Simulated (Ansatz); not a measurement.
Space group P4/nmm:1 (No. 129). a = 3.957 Å, b = 3.957 Å, c = 6.043 Å, α = 90.00°, β = 90.00°, γ = 90.00°
| atom | site | symmetry | x | y | z |
| --- | --- | --- | --- | --- | --- |
| Cu | 2a | -4m2 | 0.0000 | 0.0000 | 0.0000 |
| Cu | 2c | 4mm | 0.5000 | 0.0000 | 0.2640 |
| Sb | 2c | 4mm | 0.5000 | 0.0000 | 0.6975 |

Equation of state of this Cu$_{2}$Sb structure (not necessarily the ground state), with shape and atoms relaxed at each volume where symmetry leaves them free. It has no gap at any of these volumes. Computed with DFT PBEsol, scalar-relativistic, plane waves, PAW in Ansatz.

Cutoff 420 eV; k points 10×10×6 on the computed 6-atom cell (Γ-centred); Gaussian smearing, width 0.10 eV; no spin polarisation.

| V (Å³/atom) | E − E(largest V) (meV/atom) | P (GPa) |
| --- | --- | --- |
| 13.879 | 55.50 | 19.14 |
| 14.352 | 8.39 | 12.98 |
| 14.825 | -22.05 | 7.85 |
| 15.299 | -38.64 | 3.60 |
| 15.772 | -43.80 | 0.02 |
| 16.245 | -39.34 | -2.96 |
| 16.718 | -26.84 | -5.44 |
| 17.349 | 0.00 | -8.05 |

Question: Fit a third-order Birch–Murnaghan equation to E(V).

Answer: V0 = 15.77 Å³/atom, B0 = 108 GPa, B0' = 5.1.

Spin-orbit coupling is left out, which matters for the bands of heavy elements.